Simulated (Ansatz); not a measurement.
Relaxed-ion elastic tensor of Zr2TlC in space group P6_3/mmc (No. 194; Zr on 4f, Tl on 2c, C on 2a) in GPa (Voigt order), PBEsol (plane waves, PAW; program Ansatz); density 9.16 g/cm³, 18.07 Å³ per atom.

```
 263  71.9  64.4   0.0   0.0   0.0
71.9   263  64.4   0.0   0.0   0.0
64.4  64.4   226   0.0   0.0   0.0
 0.0   0.0   0.0  68.6   0.0   0.0
 0.0   0.0   0.0   0.0  68.6   0.0
 0.0   0.0   0.0   0.0   0.0  95.7
```

Question: Is the crystal mechanically stable?

Answer: Yes: the smallest eigenvalue of C is 68.6 GPa.

Question: Work out the Voigt, Reuss and Hill averages.

Answer: K_V = 128, K_R = 127, K_H = 128; G_V = 83.4, G_R = 81.3, G_H = 82.3 GPa.

Question: Give Young's modulus, Poisson's ratio, Pugh's ratio and the universal anisotropy index.

Answer: E = 9KG/(3K + G) = 203 GPa; ν = 0.23; K/G = 1.55 (brittle by the Pugh limit of 1.75); A_U = 5G_V/G_R + K_V/K_R − 6 = 0.13.

Question: Estimate the sound speeds and the Debye temperature.

Answer: v_l = √((K + 4G/3)/ρ) = 5090 m/s, v_t = √(G/ρ) = 3000 m/s, mean 3320 m/s; Θ = (h/k)(3n/4πV)^(1/3) v_m = 377 K.

Question: How much does each axis shrink under pressure?

Answer: Linear compressibilities β_i = Σ_j S_ij (j = 1 to 3): x 2.4, y 2.4, z 3.1 per TPa.

The workflow started from a Materials Project entry (that database holds measured and hypothetical structures alike); the Crystallography Open Database copy checked does not list it. Its standing as an ambient phase is unchecked. The PBEsol relaxation kept the symmetry of its start; whether a distortion lowers the energy is not shown. No spin polarisation was allowed. As this level gives no gap, shear constants depend on the k-mesh and smearing (Fermi–Dirac, 0.1 eV here). Spin–orbit coupling is left out wherever it is not named.

Potentials: the earlier of the program's two PAW sets. The files were generated under PBE; for other functionals the program regenerates the frozen cores, and for LDA and PBEsol the local potential too.
